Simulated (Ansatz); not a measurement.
BeS in space group P6_422 (No. 181; Be on 3c, S on 3d), the program Ansatz at the PBEsol level (PAW). The conduction-band minimum lies on the M–K line, 9 % of the way from M, with 6 equivalent valleys. Second derivatives d²E/dk² of the lowest band at one valley (eV·Å²), along Cartesian directions:

```
direction  d²E/dk²
---------  -------
[100]        17.33
[010]        13.56
[001]        26.80
[110]        15.52
[101]        22.17
[011]        20.16
```

### Question
Find the principal effective masses, the density-of-states mass and the conductivity mass.

### Answer
Off-diagonal terms follow from H_xy = H[110] − (H_xx + H_yy)/2, and m*/mₑ = 7.620 eV·Å² over each eigenvalue: 0.28, 0.44, 0.56. One valley's DOS mass (m₁m₂m₃)^(1/3) = 0.41, conductivity mass 3/(Σ 1/mᵢ) = 0.40 mₑ.

### Question
What effective density of states Nc follows at 300 K for parabolic valleys?

### Answer
Nc = 2.509e19 × 6 × (0.41)^(3/2) ≈ 4.0e19 cm⁻³.

### Question
With the computed static dielectric constant 11.2 (mean of the diagonal), estimate a hydrogenic donor's binding energy and radius.

### Answer
E = 13.606 eV × 0.40/11.2² ≈ 43 meV; a = 0.529 Å × ε/m* ≈ 15 Å. Semilocal masses tend to be too small where the gap is.

The start of the workflow was typed in or built on a structure type; neither database checked (COD, Materials Project) lists it. COD files the formula under space group No. 216, so this cell is another polymorph or a model. Whether it is the stable phase at ambient conditions was not checked. Symmetry was held in the PBEsol relaxation; phonons on a q-mesh show no instability.

Potentials: the later of the program's two PAW sets.
